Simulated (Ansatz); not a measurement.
Data:

AlNi (rock salt, Fm-3m), a = 4.800 Å, b = 4.800 Å, c = 4.800 Å, α = 90.00°, β = 90.00°, γ = 90.00°; the cell used has 2 atoms.

This is the PBEsol-relaxed structure.

Question: All from PBEsol in the plane-wave PAW code Ansatz, unless another level is named. Estimate the bulk modulus (Birch–Murnaghan fit).

Answer: 121 GPa.

Question: Predict the elastic constants (relaxed ions, GPa).

Answer: C11 = 254, C12 = 55.0, C44 = -29.4.

Question: Predict the highest zone-centre frequency.

Answer: 286 cm⁻¹.

The start of the workflow was typed in or built on a structure type; neither database checked (COD, Materials Project) lists it. It is not the phase usual at ambient conditions (space group No. 221). The PBEsol relaxation kept the symmetry of its start. At this level the phase is mechanically unstable. The workflow began spin-polarised and lost its moments. As this level gives no gap, shear constants depend on the k-mesh and smearing (Fermi–Dirac, 0.1 eV here). As this level gives no gap, phonon frequencies hold no LO–TO term and depend on the k-mesh and smearing (Fermi–Dirac, 0.1 eV here).

Potentials: the later of the program's two PAW sets.
